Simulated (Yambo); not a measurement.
Yambo run on TiO2 (space group P2_1/c, No. 14). The wavefunctions are norm-conserving PBEsol (Quantum ESPRESSO, 84 Ry, no spin-orbit coupling) ones on a 4×2×2 mesh (48 occupied bands); a = 4.813 Å, b = 4.872 Å, c = 5.041 Å, α = 90.00°, β = 99.86°, γ = 90.00°.

Yambo input:

```
rim_cut
gw0
dyson
el_el_corr
HF_and_locXC
ppa
em1d
RandQpts= 1000000
RandGvec= 1 Ry
EXXRLvcs= 84 Ry
VXCRLvcs= 336 Ry
Chimod= "HARTREE"
% BndsRnXp
 5 | 242 |
%
NGsBlkXp= 8 Ry
% LongDrXp
 1.0 | 1.0 | 1.0 |
%
PPAPntXp= 27.2114 eV
% GbndRnge
 1 | 242 |
%
GTermKind= "none"
DysSolver= "n"
ExtendOut
% QPkrange
 1 | 1 | 48 | 48 |
 9 | 9 | 48 | 49 |
%
```

k points by index: 1 = Γ, 9 = (-0.5, 0, 0).

Table of the .qp output:

```
#    K-point    Band    Eo [eV]    E [eV]    E-Eo [eV]    Vxc [eV]    Vnlxc [eV]    Sc|Eo [eV]    Sc|E [eV]    dSc/dw|Eo [eV]    Re(Z)    Im(Z)
#
    1    48    0.000000    0.057420    0.057420    -19.99788    -24.80001    4.877208    4.859553    -8.383776    0.764466    -0.001360
    9    48    -0.061121    -0.009354    0.051768    -19.95747    -24.83814    4.948380    4.932443    -8.396853    0.764185    -0.001372
    9    49    2.284541    3.799504    1.514963    -19.68796    -12.05237    -5.686846    -6.120630    -7.790725    0.777419    -0.001395
```
(The two width columns are left out.) Convergence of these settings isn't established.

Geometry of the Materials Project entry, not relaxed at this level.

This is not the ordinary phase of the substance.
